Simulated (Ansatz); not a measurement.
A distorted cell of BP (zinc blende):

```
CELL_PARAMETERS angstrom
      0.00000     4.54829     4.54829
      2.27414     0.00000     2.27414
      2.27414     2.27414     0.00000
ATOMIC_POSITIONS crystal
  P  0.37500 0.77124 0.73628
  P  0.87500 0.72876 0.76372
  B  0.00000 0.98043 0.01264
  B  0.50000 0.01957 0.98736
```

Method: PBE (plane waves to 420 eV, PAW, scalar-relativistic; Ansatz, a quantum-chemistry and plane-wave program). k mesh 6×12×12 (Γ-centred), Fermi-Dirac smearing 0.05 eV. Compression counts positive. BP was relaxed with its symmetry unable to fall. The PAW data are Ansatz's earlier set.

Problem. Predict the force on every atom, in eV/Å.

Solution. 
```json
[
 {"atom": "P1", "Fx": "-0.085", "Fy": "0.168", "Fz": "-0.287"},
 {"atom": "P2", "Fx": "0.112", "Fy": "-0.191", "Fz": "0.269"},
 {"atom": "B3", "Fx": "0.019", "Fy": "-0.047", "Fz": "0.099"},
 {"atom": "B4", "Fx": "-0.045", "Fy": "0.070", "Fz": "-0.082"}
]
```

(A displaced cell: forces are minus the slopes of the energy, force constants its curvatures, and phonons follow from these.)
